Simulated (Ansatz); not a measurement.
AlN (wurtzite)

```
CELL_PARAMETERS angstrom
      3.10656     0.00000     0.00000
     -1.55328     2.69036     0.00000
      0.00000     0.00000     4.97805
ATOMIC_POSITIONS crystal
  Al 0.33333 0.66667 0.99658
  Al 0.66667 0.33333 0.49658
  N  0.33333 0.66667 0.37822
  N  0.66667 0.33333 0.87822
```

This relaxed cell (volume V₀) is scaled evenly in all directions, its shape held. The atoms relax within the cell's symmetry.

Method: r2SCAN (plane waves to 500 eV, PAW, scalar-relativistic; Ansatz, a program for electronic structure). k mesh 12×12×7 (Γ-centred), Fermi-Dirac smearing 0.05 eV. Compression counts positive. AlN was relaxed with its symmetry unable to fall. The PAW data are Ansatz's earlier set.

At one point of the scan the stress tensor (GPa) is:

```
   21.3      0.0      0.0
    0.0     21.3      0.0
    0.0      0.0     19.3
```

Task: Which point is it?
A) V/V₀ = 0.840
B) V/V₀ = 0.920
C) V/V₀ = 0.867
D) V/V₀ = 0.973

Result: B, V/V₀ = 0.920

(Under strain, the slope of the energy per volume gives the stress and its curvature an elastic modulus.)
